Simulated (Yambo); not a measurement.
G0W0@PBEsol for YSF (space group P6_3/mmc, No. 194) in Yambo. Reference settings: 3×3×1 Γ-centred k mesh, bands 5 to 346 and a 7 Ry block in the screening, 346 bands in G with the Bruneval-Gonze terminator, plasmon pole fitted at 27.2 eV. The PBEsol gap Γ → (0, 0.333, 0) on this mesh is 2.65 eV; G0W0 gaps are taken between the same points.

The settings were changed. The gap went from 4.50 eV to 4.51 eV, and the shift of the valence edge from -1.00 eV to -0.83 eV.

What was changed between the two runs?
A) 226 bands in G, no terminator
B) 3 Ry block
C) 167 bands in W
D) 137 bands in G, no terminator

C, 167 bands in W. The others gave (gap, valence shift): 3 Ry block: 4.24, -0.69 eV; 226 bands in G, no terminator: 4.52, -0.74 eV; 137 bands in G, no terminator: 4.52, -0.42 eV.

Geometry of the Materials Project entry, not relaxed at this level; primitive cell a = 4.032 Å, b = 4.032 Å, c = 16.720 Å, α = 90.00°, β = 90.00°, γ = 120.00°.

A shift is the quasiparticle energy of the state minus its PBEsol energy.
